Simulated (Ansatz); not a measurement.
An Ansatz (an electronic-structure program) run. Input:

Ansatz 0.2 input:
```yaml
crystal:
  lattice:
    - [0.0, 3.3218689776, 3.3218689776]
    - [3.3218689776, 0.0, 3.3218689776]
    - [3.3218689776, 3.3218689776, 0.0]
  atoms:
    - { symbol: Mg, position: [0.75, 0.75, 0.75] }
    - { symbol: Mg, position: [0.25, 0.25, 0.25] }
    - { symbol: H, position: [0.7466105438, 0.7466105438, 0.2533894562] }
    - { symbol: H, position: [0.2533894562, 0.2533894562, 0.7466105438] }
    - { symbol: H, position: [0.2533894562, 0.7466105438, 0.7466105438] }
    - { symbol: H, position: [0.7466105438, 0.2533894562, 0.2533894562] }
    - { symbol: H, position: [0.7466105438, 0.2533894562, 0.7466105438] }
    - { symbol: H, position: [0.2533894562, 0.7466105438, 0.2533894562] }
    - { symbol: Os, position: [0.0, 0.0, 0.0] }
kpoints:
  mp_grid: { grid: [6, 6, 6] }
hamiltonian:
  xc: r2scan
  pseudopotentials: { kind: paw }
scf:
  occupations: { method: fixed }
phonons:
  method: dfpt
  response_accuracy: low
  qmesh: [3, 3, 3]
  interpolated_qmesh: [14, 14, 14]
  dielectric: true
  rigid_motions: translations
  temperatures: { t_max: 1000, t_step: 50 }
  qpath:
    path:
      - [[0.0, 0.0, 0.0], [0.5, 0.0, 0.5], [0.625, 0.25, 0.625]]  # Γ-X-U
      - [[0.375, 0.375, 0.75], [0.0, 0.0, 0.0], [0.5, 0.5, 0.5], [0.5, 0.25, 0.75], [0.5, 0.0, 0.5]]  # K-Γ-L-W-X
    npoints: 13
```

Output (shortened):

```
WARN phonons: the dynamical matrix that this run interpolates holds no multipole term above the dipole-dipole one, and a site of this crystal is no centre of …
Pseudopotential: Mg, paw, valence charge 10
Pseudopotential: H, paw, valence charge 1
Pseudopotential: Os, paw, valence charge 16
Functional definition: r2SCAN
Crystal: 9 atoms, lattice volume = 73.312 Å³
Basis set: ecut = 500 eV, 1837 PW (Γ), exchange–correlation on 288×288×288 points (512 copies of the dense FFT grid, shifted against one another)
Bands: 30, of which v1, the nominal top of the filled ones, is band 21 counted from 1 (20 counted from 0)
Symmetry: 48 space group operations
k-points: 112 of 216 (irreducible under 1 space group operation, time reversal used)
SCF 1 converged in 10 iterations: F = -15349.741065 eV  dr2 = 2.03e-12
── the response to a field inside a basis, on 6×6×6 k-points: an SCF that follows is theirs, and a resumed run solves both again ──
Crystal: 9 atoms, lattice volume = 73.312 Å³
Bands: 22, of which v1, the nominal top of the filled ones, is band 21 counted from 1 (20 counted from 0)
k-points: 28 of 216 (irreducible under 12 space group operations)
SCF 1 converged in 4 iterations: F = -15349.724722 eV  dr2 = 1.83e-9
WARN: on the 14×14×14 q-mesh 24 entries of the irreducible table, 9.402e-2 modes per cell, the lowest at -115.21 cm⁻¹, stand at or below zero and are read as …
SCF converged after 10 iterations
Free energy (F): -15349.741065 eV
Harris-Foulkes:  -15349.741065 eV  (|F-HF|=7.28e-12)
Internal energy: -15349.741065 eV  (E = F + TS)
E sigma→0 (E₀):  -15349.741065 eV
Fermi energy:    6.994427 eV
--- Per-component energies (eV) ---
  E_band       = -1014.101035
  E_kinetic    = 800.856542
  E_local      = -4857.467242  (includes V_loc(G=0)·N_el)
  E_nonlocal   = 198.459769
  E_hartree    = 1800.810496
  E_xc         = -365.502363
  E_vxc        = -474.914202  (∫ρ·V_xc dr)
  E_paw        = -9636.287486  (= ΣΔE_a)
  E_vpaw       = -310.353508  (= ΣTr[D̂ρ^β])
  E_aug_tail   = -0.002737  (compensation charges beyond the density's cutoff)
  E_vtau       = 27.699410  (kinetic-family band-sum trace: ∫τ·v_τ [+ j·A + Jᵃ·Aᵃ] dr)
  E_ewald      = -3290.170616
  E_core_change = -0.437429  (= ΣΔE_core)
  E_smearing   =  0.000000  (= −TS)
  E_closure    =  0.000000  (closes the sum)
  Σ components = -15349.741065   (vs F -15349.741065, Δ=0.00e0)
--- Band table (eV; the first three rows and the last of 112) ---
  k-point 0: bands = ["-78.5225", "-70.2628", "-70.2613", "-37.4443", "-37.4443", "-37.4443", "-35.3666", "-35.3666", "-35.3666", "-35.3567", "-35.3567", "-35.3567", "-2.1207", "2.8930", "2.8930", "5.4457", "5.4457", "5.4457", "5.8977", "5.8977", "5.8977", …
  k-point 1: bands = ["-78.5225", "-70.2627", "-70.2614", "-37.4446", "-37.4445", "-37.4445", "-35.3659", "-35.3659", "-35.3655", "-35.3580", "-35.3573", "-35.3573", "-1.8295", "2.7531", "2.7531", "4.2789", "5.4496", "5.4496", "6.1936", "6.2253", "6.2253", …
  k-point 2: bands = ["-78.5225", "-70.2624", "-70.2617", "-37.4453", "-37.4449", "-37.4449", "-35.3640", "-35.3640", "-35.3634", "-35.3604", "-35.3588", "-35.3588", "-1.0036", "2.4818", "2.5064", "2.5064", "5.7129", "5.7129", "6.2432", "6.5541", "6.5541", …
  k-point 111: bands = ["-78.5225", "-70.2621", "-70.2621", "-37.4456", "-37.4450", "-37.4450", "-35.3627", "-35.3624", "-35.3624", "-35.3614", "-35.3604", "-35.3604", "-0.1518", "1.2538", "2.3963", "2.3963", "5.9697", "5.9697", "6.2376", "6.5482", "6.5482", …
--- Phonons (Γ-DFPT): 4 representative perturbations + reference, on 112 of 216 k-points (Σ response iterations 26) ---
  ASR residual: 1.133e-4 → 0.000e0 eV/Å²; symmetrization residual: 1.855e-5 eV/Å²
  ASR residual per site (eV/Å²): 1.13e-4 1.13e-4 6.06e-5 6.06e-5 6.06e-5 6.06e-5 6.06e-5 6.06e-5 4.69e-5
  Γ frequencies (cm⁻¹): -115.21 -115.21 -115.21 0.00 0.00 0.00 171.24 171.24 171.24 216.56 216.56 216.56 763.40 763.40 763.40 816.04 816.04 816.04 844.26 844.26 844.26 1889.13 1889.13 1889.13 2088.73 2088.73 2150.38
  ε∞ (high-frequency dielectric tensor):
        4.679715     0.000000     0.000000
        0.000000     4.679715     0.000000
        0.000000     0.000000     4.679715
  ε⁰ (static dielectric tensor): not given — an optical mode at Γ is not stable, and the ionic part, a sum over the modes at Γ, is formed only where all of …
  softest optical mode at Γ: -115.21 cm⁻¹; the repairs (sum rule, projections) moved no ω² at Γ by more than (12.31 cm⁻¹)²
  Born effective charges Z* (e; rows j = field, columns β = displacement):
    site 0:
         2.14798    0.00000    0.00000
         0.00000    2.14798    0.00000
         0.00000    0.00000    2.14798
    site 1:
         2.14798    0.00000    0.00000
         0.00000    2.14798    0.00000
         0.00000    0.00000    2.14798
    site 2:
         0.19555    0.00000    0.00000
         0.00000    0.19555    0.00000
         0.00000    0.00000   -0.71513
    site 3:
         0.19555    0.00000    0.00000
         0.00000    0.19555    0.00000
         0.00000    0.00000   -0.71513
    site 4:
        -0.71513    0.00000    0.00000
         0.00000    0.19555    0.00000
         0.00000    0.00000    0.19555
    site 5:
        -0.71513    0.00000    0.00000
         0.00000    0.19555    0.00000
         0.00000    0.00000    0.19555
    site 6:
         0.19555    0.00000    0.00000
         0.00000   -0.71513    0.00000
         0.00000    0.00000    0.19555
    site 7:
         0.19555    0.00000    0.00000
         0.00000   -0.71513    0.00000
         0.00000    0.00000    0.19555
    site 8:
        -3.64791    0.00000    0.00000
         0.00000   -3.64791    0.00000
         0.00000    0.00000   -3.64791
  Z* charge neutrality: 6.624e-4 e pre-enforcement
  solved inside a basis spanned on kpoints, on 6×6×6 k-points, its susceptibility summed on 10×10×10: ε∞ is read to err by 1.3e-2, Z* by 1.7e-2 e (field_mesh …
  optical modes at Γ without the LO–TO term, one row a degenerate level:
      ω (cm⁻¹)  modes    IR ((D/Å)²/amu)
       -115.21      3             0.0000
        171.24      3            34.4091
        216.56      3             0.0000
        763.40      3             0.0000
        816.04      3             0.0000
        844.26      3            10.0801
       1889.13      3            67.3621
       2088.73      2             0.0000
       2150.38      1             0.0000
  optical modes at Γ + LO–TO along q̂ = [1.0000, 0.0000, 0.0000]:
      ω (cm⁻¹)  modes    IR ((D/Å)²/amu)
       -115.21      3             0.0000
        171.24      2            22.9394
        216.56      3             0.0000
        309.37      1             9.9021
        763.40      3             0.0000
        816.04      3             0.0000
        844.26      2             6.7201
        857.20      1             3.7234
       1889.13      2            44.9081
       1926.70      1            23.6582
       2088.73      2             0.0000
       2150.38      1             0.0000
  optical modes at Γ + LO–TO along q̂ = [0.0000, 1.0000, 0.0000]:
      ω (cm⁻¹)  modes    IR ((D/Å)²/amu)
       -115.21      3             0.0000
        171.24      2            22.9394
        216.56      3             0.0000
        309.37      1             9.9021
        763.40      3             0.0000
        816.04      3             0.0000
        844.26      2             6.7201
        857.20      1             3.7234
       1889.13      2            44.9081
       1926.70      1            23.6582
       2088.73      2             0.0000
       2150.38      1             0.0000
  optical modes at Γ + LO–TO along q̂ = [0.0000, 0.0000, 1.0000]:
      ω (cm⁻¹)  modes    IR ((D/Å)²/amu)
       -115.21      3             0.0000
        171.24      2            22.9394
        216.56      3             0.0000
        309.37      1             9.9021
        763.40      3             0.0000
        816.04      3             0.0000
        844.26      2             6.7201
        857.20      1             3.7234
       1889.13      2            44.9081
       1926.70      1            23.6582
       2088.73      2             0.0000
       2150.38      1             0.0000
  non-analytic LO–TO correction: the dipole-dipole term of the run's Born effective charges and high-frequency dielectric tensor (where they are solved with …
--- Phonons (arbitrary-q DFPT): 4 irreducible q on the 3×3×3 mesh ---
  q = [0.0000, 0.0000, 0.0000] (star 1, of the zone-centre solve; hermiticity 1.09e-6, symmetrization 2.48e-8): -115.21 -115.21 -115.21  0.00 0.00 0.00 171.24 171.24 171.24 216.56 216.56 216.56 763.40 763.40 763.40 816.04 816.04 816.04 844.26 844.26 844.26 …
  q = [0.0000, 0.0000, 0.3333] (star 8, 4 solved perturbations in 594 linear systems a pass and spin channel, the states on 216 of 216 k-point pairs; hermiticity 2.14e-6, symmetrization 5.66e-12): 77.32 77.32 133.82 185.42 185.42 208.31 208.31 222.58 264.92 …
  q = [0.0000, 0.3333, 0.3333] (star 6, 9 solved perturbations in 594 linear systems a pass and spin channel, the states on 216 of 216 k-point pairs; hermiticity 1.80e-6, symmetrization 1.89e-11): -98.23 97.59 97.59 144.72 163.27 163.27 171.80 231.01 231.01 …
  q = [0.0000, 0.3333, -0.3333] (star 12, 9 solved perturbations in 981 linear systems a pass and spin channel, the states on 216 of 216 k-point pairs; hermiticity 2.35e-6, symmetrization 5.79e-14): 107.49 135.87 141.40 160.49 172.96 182.40 221.63 249.69 …
  sum rule: each row above includes the acoustic sum rule's correction from the zone centre's row sums; it moved no ω² by more than (4.04 cm⁻¹)²
  mesh force constants: q→R imaginary residual 1.56e-16; ASR residual 1.133e-4 → 0.000e0 eV/Å²; symmetrization residual 3.553e-14 eV/Å²
  interpolated dispersion: 81 rows × 27 modes
  density of states and harmonic sums: on the 14×14×14 q-mesh, interpolated from the force constants of a 3×3×3 supercell (with the dipole–dipole term)
  largest difference from the sums on the solved wave vectors: F 7.64e-2 eV, S 1.07e-4 and C_V 3.05e-5 eV/K
  zero-point energy: 1.343747 eV/cell   skipped modes (ω ≤ 0): 27, of them read as no rigid motion or as one in doubt …
```

Cost: around 30 core-minutes (rough) on shared cores.

Space group Fm-3m. The first step of the workflow began from a Materials Project structure, measured or hypothetical; the Crystallography Open Database copy checked does not list it. Its standing as an ambient phase is unchecked. Symmetry was held in the r²SCAN relaxation. At this level the phase is dynamically unstable (imaginary phonons). No spin polarisation was allowed. Spin–orbit coupling is left out wherever it is not named.

Potentials: the later of the program's two PAW sets.

Ansatz is a plane-wave DFT program.
